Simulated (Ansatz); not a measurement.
MoS2:
```xyz
3
Lattice="3.1722 0.0000 0.0000 -1.5861 2.7472 0.0000 0.0000 0.0000 6.8688" Properties=species:S:1:pos:R:3 pbc="T T T"
Mo     0.0000     0.0000     0.0000
S      0.0000     1.8315     1.5543
S      0.0000     1.8315     5.3145
```

r²SCAN+D4 (plane waves, PAW; program Ansatz) gives a gap of 1.35 eV without spin–orbit coupling, maximum at A, minimum at K.

Question: What happens when spin–orbit coupling is switched on?

Answer: The gap hardly moves, to 1.35 eV; maximum at A, minimum at K.

Question: Give the hole effective mass with spin–orbit coupling.

Answer: 0.72, 1.3, 1.3 mₑ (principal values).

Space group P-6m2. The first step of the workflow began from a Materials Project structure, measured or hypothetical; the Crystallography Open Database copy checked does not list it. It is not the phase usual at ambient conditions (space group No. 160, 194). The cell keeps a stress of up to 0.2 GPa. Symmetry was held in the r²SCAN+D4 relaxation; its stability against distortions is not shown here. No spin polarisation was allowed.

Potentials: the later of the program's two PAW sets.
